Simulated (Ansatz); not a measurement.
Space group Pm-3m (No. 221). a = 3.943 Å, b = 3.943 Å, c = 3.943 Å, α = 90.00°, β = 90.00°, γ = 90.00°
```json
{"atom": "Sc", "site": "1a", "symmetry": "m-3m", "x": "0.0000", "y": "0.0000", "z": "0.0000"}
{"atom": "Pd", "site": "3c", "symmetry": "4/mm.m", "x": "0.0000", "y": "0.5000", "z": "0.5000"}
```

Equation of state of this ScPd3 structure (not necessarily the ground state), with shape and atoms relaxed at each volume where symmetry leaves them free. It has no gap at any of these volumes. Theory: DFT PBEsol, scalar-relativistic, plane waves, PAW in Ansatz 0.2.0.

Plane waves to 420 eV, a k mesh through Γ of 10×10×10 on the computed 4-atom cell and Gaussian smearing (0.10 eV); no spin polarisation.

| V (Å³/atom) | E − E(largest V) (meV/atom) | P (GPa) |
| --- | --- | --- |
| 13.484 | 83.68 | 29.48 |
| 13.944 | 12.94 | 20.06 |
| 14.403 | -33.05 | 12.17 |
| 14.863 | -58.29 | 5.56 |
| 15.323 | -66.14 | 0.03 |
| 15.782 | -59.44 | -4.60 |
| 16.242 | -40.60 | -8.46 |
| 16.855 | 0.00 | -12.65 |

Fit a third-order Birch–Murnaghan equation to E(V).

V0 = 15.33 Å³/atom, B0 = 168 GPa, B0' = 4.9.

Cost: 8 runs of about 0.42 core-minutes in all, on AMD EPYC 9R45 (Zen 5) (shared hosts).